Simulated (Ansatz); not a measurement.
## Gd, one cell by several methods

```
CELL_PARAMETERS angstrom
3.64193 0.00000 0.00000
-1.82097 3.15401 0.00000
0.00000 0.00000 5.90172
ATOMIC_POSITIONS crystal
Gd 0.33333 0.66667 0.25000
Gd 0.66667 0.33333 0.75000
```

Atom numbers follow the list: Gd1, Gd2.

Structure from Materials Project entry mp-155 (possibly hypothetical), not relaxed further.

Where the f shell is localised, expect the real compound to differ from this run without U.

Other magnetic orders may lie lower; this is the state that the run reached.

No spin–orbit coupling, which matters for the heavy atoms here.

All numbers are computed: DFT, LDA, PAW with Ansatz's default frozen-core files, scalar-relativistic (Ansatz 0.2.0); DFT, LDA, all-electron PAW with datasets made for the crystal, scalar-relativistic (Ansatz 0.2.0); DFT, LDA, all-electron LAPW, scalar-relativistic (Ansatz 0.2.0).

For PAW: a Γ-centred 12×12×6 k mesh, Fermi–Dirac smearing of 0.03 eV, cutoff 420 eV, spin-polarised from start moments Gd1 7, Gd2 7 μB; the PAW files were made with PBE, and the program remakes their frozen cores for this functional. The crystal-made all-electron datasets (AE datasets) take a cutoff of 280 eV at this cell. LAPW targets a basis error of 1 meV/atom. The Ansatz runs share mesh, smearing and spin set-up. Plane-wave (PAW) pressures include the program's estimate of the Pulay term.

Stress and pressure are positive in compression.

```csv
method,moment of the cell (μB),site moments (μB),symmetry operations kept,pressure (GPa)
PAW,15.19,Gd1 7.33,24,-4.38
AE datasets,15.18,Gd1 7.33,24,-4.38
LAPW,15.18,Gd1 7.44,24,-4.37
```

Problem. Can the differences be read as the error of the PAW files?

Solution. Yes, as far as these numbers show: moments and symmetry agree, so the runs reached one state, and PAW's pressure is off by -0.01 GPa.
